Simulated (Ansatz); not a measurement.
# SCF log, NiS

We look at NiS: an experimental structure (space group P6_3/mmc), with 4 atoms per cell. Source: COD entry 1010435; the sample's temperature and pressure aren't taken into account, and it need not be the stable phase.

Level of theory: Ansatz development build ahead of 0.2.0, DFT, LDA+U, PAW, plane waves, scalar-relativistic.

Input file:

```yaml
crystal:
  lattice:
    - [3.42000135, 0.0, 0.0]
    - [-1.71000068, 2.96180805, 0.0]
    - [0.0, 0.0, 5.3]
  atoms:
    - { symbol: Ni, position: [0.0, 0.0, 0.0] }
    - { symbol: Ni, position: [0.0, 0.0, 0.5] }
    - { symbol: S, position: [0.33333333, 0.66666667, 0.25] }
    - { symbol: S, position: [0.66666667, 0.33333333, 0.75] }
hamiltonian:
  xc: lda
  pseudopotentials: { kind: paw }
  hubbard: { sites: [{ species: Ni, l: d, u_eff: 6.2 }] }
basis:
  ecutwfc: 420
kpoints:
  mp_grid: { grid: [8, 8, 5] }
scf:
  occupations: { method: gaussian, width: 0.03 }
  lower_state_search: "off"
output:
  forces: true
  stress: true
  write_density: true
  write_potential: true
  elf: true
  volumetric_format: npy
```

Command:
```sh
ansatz run input.yaml --threads 2 --pin off --max-ram 5120MiB --backend cpu --events-out ev --progress --plain --runs-dir out
```

Program output, abridged:

```
Ni: projections on atomic orbitals take those of the free atom [Ne] 3s2 3p6 3d8 4s2, of charge +0.00 (hamiltonian.pseudopotentials.projection_atoms); the dataset's partial waves leave at most 1.6e-6 of an orbital's norm unspanned inside its sphere
S: projections on atomic orbitals take those of the free atom [Ne] 3s2 3p4, of charge +0.00 (hamiltonian.pseudopotentials.projection_atoms); the dataset's partial waves leave at most 1.6e-7 of an orbital's norm unspanned inside its sphere
Pseudopotentials: kind: paw
Pseudopotential: Ni, paw, valence charge 18, recommended cutoff 420 eV (normal), Ni.paw.azcp
Pseudopotential: S, paw, valence charge 6, recommended cutoff 420 eV (normal), S.paw.azcp
Functional definition: SPW92
Crystal: 4 atoms, lattice volume = 53.686 Å³
Basis set: ecut = 420 eV, 1085 PW (Γ)
Bands: 29, of which v1, the nominal top of the filled ones, is band 24 counted from 1 (23 counted from 0)
Symmetry: 24 space group operations
Space group: P63/mmc (ITA 194), of the structure as read, at distance tolerance 3.8e-5 Å
k-points: 30 of 320
Non-local potential: Ni, projectors of the file, l = 0: 3, l = 1: 2, l = 2: 3, l = 3: 1
Non-local potential: S, projectors of the file, l = 0: 2, l = 1: 2, l = 2: 2
PAW frozen core: Ni, regenerated for the run's functional, and the local potential with it (the file was generated under x = pbe(κ = 0.804, μ = 0.2195149727645171), c = pbe(β = 0.06672455060314922))
PAW frozen core: S, regenerated for the run's functional, and the local potential with it (the file was generated under x = pbe(κ = 0.804, μ = 0.2195149727645171), c = pbe(β = 0.06672455060314922))
Initial density: superposition of atomic densities (chi_scale 0.1, normalization cell, long waves of neutral atoms under a Hubbard term (reshape's long-wave potential 0.00 eV rms, cloud 2.29 Å wide))
Initial wavefunctions: pseudopotential atomic-orbital guess
Functional: x = slater, c = lda
SCF iter   1: F=—  HF=-13288.322178 eV  |F-HF|=—  |Δ(HF+E_count)|=         —  Δρ=3.09e-1  dr2=4.42e1  ethr=3.10e-3  ⟨swp⟩=5.1  Hψ=3249  notcnv=0
preconditioner: auto → Kerker (q_TF=auto, 2.678 Å⁻¹)  [metal: Δε(μ)=0.018 eV  Ē_g=9.906 eV  σ=0.030 eV  W_gap=0.33  n_scr=22 (ndim 8)  ℏωp=28.7 eV  f_vac=0.000  D(μ)=5.21/eV (n_scr^D=66)]
SCF iter   2: F=—  HF=-13284.993832 eV  |F-HF|=—  |Δ(HF+E_count)|=    3.33e0  Δρ=2.29e-1  dr2=1.24e1  ethr=3.10e-3  ⟨swp⟩=4.0  Hψ=2478  notcnv=0  defer=27
preconditioner: auto → Resta (q_TF=auto, 2.678 Å⁻¹)  ε∞=12.8  [insulator: Δε(μ)=0.030 eV  Ē_g=8.359 eV  σ=0.030 eV  W_gap=0.53  n_scr=22 (ndim 8)  ℏωp=28.7 eV  f_vac=0.000  D(μ)=1.73/eV (n_scr^D=10)  ε∞_Penn≈12.8]
SCF iter   3: F=—  HF=-13281.967285 eV  |F-HF|=—  |Δ(HF+E_count)|=    3.03e0  Δρ=5.38e-2  dr2=2.28e0  ethr=3.10e-3  ⟨swp⟩=4.0  Hψ=2190  notcnv=0  defer=25
SCF iter   4: F=—  HF=-13281.692942 eV  |F-HF|=—  |Δ(HF+E_count)|=   2.74e-1  Δρ=4.96e-2  dr2=8.28e-1  ethr=3.10e-3  ⟨swp⟩=2.3  Hψ=1464  notcnv=0  defer=27
SCF iter   5: F=—  HF=-13281.689541 eV  |F-HF|=—  |Δ(HF+E_count)|=   3.40e-3  Δρ=1.25e-2  dr2=3.98e-2  ethr=1.73e-3  ⟨swp⟩=2.3  Hψ=1300  notcnv=0  defer=27
SCF iter   6: F=—  HF=-13281.674340 eV  |F-HF|=—  |Δ(HF+E_count)|=   1.52e-2  Δρ=9.59e-3  dr2=6.77e-2  ethr=8.29e-5  ⟨swp⟩=2.7  Hψ=1790  notcnv=0  defer=26
SCF iter   7: F=—  HF=-13281.663604 eV  |F-HF|=—  |Δ(HF+E_count)|=   1.07e-2  Δρ=4.53e-3  dr2=1.45e-2  ethr=8.29e-5  ⟨swp⟩=2.2  Hψ=1023  notcnv=0  defer=26
SCF iter   8: F=—  HF=-13281.660853 eV  |F-HF|=—  |Δ(HF+E_count)|=   2.75e-3  Δρ=5.42e-4  dr2=2.14e-4  ethr=3.01e-5  ⟨swp⟩=2.7  Hψ=1339  notcnv=0  defer=26
SCF iter   9: F=—  HF=-13281.660805 eV  |F-HF|=—  |Δ(HF+E_count)|=   4.78e-5  Δρ=1.52e-4  dr2=1.02e-5  ethr=4.46e-7  ⟨swp⟩=2.2  Hψ=1205  notcnv=0  defer=26
SCF iter  10: F=—  HF=-13281.660812 eV  |F-HF|=—  |Δ(HF+E_count)|=   6.94e-6  Δρ=4.57e-5  dr2=9.11e-7  ethr=2.12e-8  ⟨swp⟩=2.4  Hψ=1303  notcnv=0  defer=26
SCF iter  11: F=-13281.660812 eV  HF=-13281.660812 eV  |F-HF|=1.71e-10  |Δ(HF+E_count)|=   7.99e-8  Δρ=1.95e-6  dr2=1.76e-9  ethr=2.08e-10  ⟨swp⟩=11.0  Hψ=6672  notcnv=0
the last iteration of the SCF fills more bands at one k-point than at another: 22 at k=2 and 26 at k=27 (a band counts as filled where it holds over half of its capacity, the bands of one level by their mean; [...]
SCF 1 converged in 11 iterations: F = -13281.660812 eV  dr2 = 1.76e-9
  greatest PAW one-centre occupation: 1.003 electrons in one spin orbital (limit 2), on the Ni atom at site 1 (counted from 0), in its partial waves of l = 1
SCF converged after 11 iterations
Free energy (F): -13281.660812 eV
Harris-Foulkes:  -13281.660812 eV  (|F-HF|=1.71e-10)
Internal energy: -13281.660323 eV  (E = F + TS)
E sigma→0 (E₀):  -13281.660567 eV
Entropy (-TS):   -0.000489 eV (-0.122 meV/atom)
Fermi energy:    12.376889 eV
--- Per-component energies (eV) ---
  E_band       = -705.451487
  E_kinetic    = 786.453230
  E_local      = -9010.992364  (includes V_loc(G=0)·N_el)
  E_nonlocal   = 1361.756607
  E_hartree    = 3846.197976
  E_xc         = -360.076230
  E_vxc        = -392.448053  (∫ρ·V_xc dr)
  E_hubbard    = 5.284914  (on-site DFT+U / exact-exchange correction)
  E_vhub       = -44.892999  (the Hubbard potential's part of the band-sum identity)
  E_paw        = -4283.524286  (= ΣΔE_a)
  E_vpaw       = -1097.722878  (= ΣTr[D̂ρ^β])
  E_aug_tail   = 0.000950  (compensation charges beyond the density's cutoff)
  E_ewald      = -5627.935756
  E_core_change = 1.174636  (= ΣΔE_core)
  E_smearing   = -0.000489  (= −TS)
  E_closure    = -0.000000  (closes the sum)
  Σ components = -13281.660812   (vs F -13281.660812, Δ=0.00e0)
--- Forces (eV/Å), atoms counted from 1 ---
  atom   1  Ni    -0.00000000     0.00000000     0.00000000
  atom   2  Ni    -0.00000000     0.00000000     0.00000000
  atom   3  S      0.00000000    -0.00000000     0.00000000
  atom   4  S     -0.00000000     0.00000000     0.00000000
  max |Σ_I F_I| component: 1.85e-17 eV/Å
--- Stress (GPa, compression-positive) ---
      -10.258806       0.000000      -0.000000
        0.000000     -10.258806      -0.000000
       -0.000000      -0.000000     -12.959577
  P = ⅓ Tr σ = -11.1591 GPa (-111.591 kbar)
--- Band table (eV; the first three rows and the last of 30) ---
  k-point 0: bands = ["-88.4748", "-88.4698", "-49.3871", "-49.3568", "-49.3568", "-49.3507", "-49.3507", "-49.3223", "-3.0455", "-0.7388", "4.7542", "7.3908", "7.3908", "7.7103", "8.5491", "8.5491", "8.9432", "8.9432", "10.2492", "10.2492", "10.8650", "11.1628", "11.1628", "11.7952", "14.0248", "14.0248", "16.4027", "17.1603", "19.5251"]
  k-point 1: bands = ["-88.4742", "-88.4701", "-49.3811", "-49.3562", "-49.3562", "-49.3513", "-49.3513", "-49.3286", "-2.8905", "-1.0772", "5.2835", "7.5093", "7.5093", "7.7410", "8.6306", "8.6306", "8.7765", "8.7765", "9.7625", "9.7625", "10.6195", "11.1462", "11.7873", "11.7873", "13.8754", "13.8754", "16.7764", "17.7697", "19.6108"]
  k-point 2: bands = ["-88.4727", "-88.4712", "-49.3652", "-49.3546", "-49.3546", "-49.3528", "-49.3528", "-49.3451", "-2.4444", "-1.7786", "6.4770", "7.5116", "7.8478", "7.8478", "8.3344", "8.3344", "8.8636", "8.8636", "9.2306", "9.2306", "10.1755", "10.2089", "12.6819", "12.6819", "13.4199", "13.4199", "17.6598", "18.3588", "19.9515"]
  k-point 29: bands = ["-88.4726", "-88.4709", "-49.3646", "-49.3581", "-49.3570", "-49.3562", "-49.3551", "-49.3446", "-0.8001", "-0.7544", "5.5877", "5.8392", "6.5200", "7.1236", "7.9488", "7.9942", "8.8966", "9.0065", "9.2368", "9.4504", "9.9023", "10.0127", "10.7571", "11.0536", "13.4559", "13.7913", "17.6138", "18.4858", "18.8576"]
```

Among 15 converged runs of this cell from various starts and settings, this end is 215 meV/atom above the lowest found (antiferromagnetic, site moments Ni1 1.21, Ni2 -1.21 μB, total 0.00 μB per cell, a gap of 0.72 eV on the k-mesh).

A static U favours moments and orbital order; the result depends on U and need not be the measured state.

The run took 2.9 s on 2 threads of Arm Neoverse V2 (shared host), peak memory 0.35 GiB.
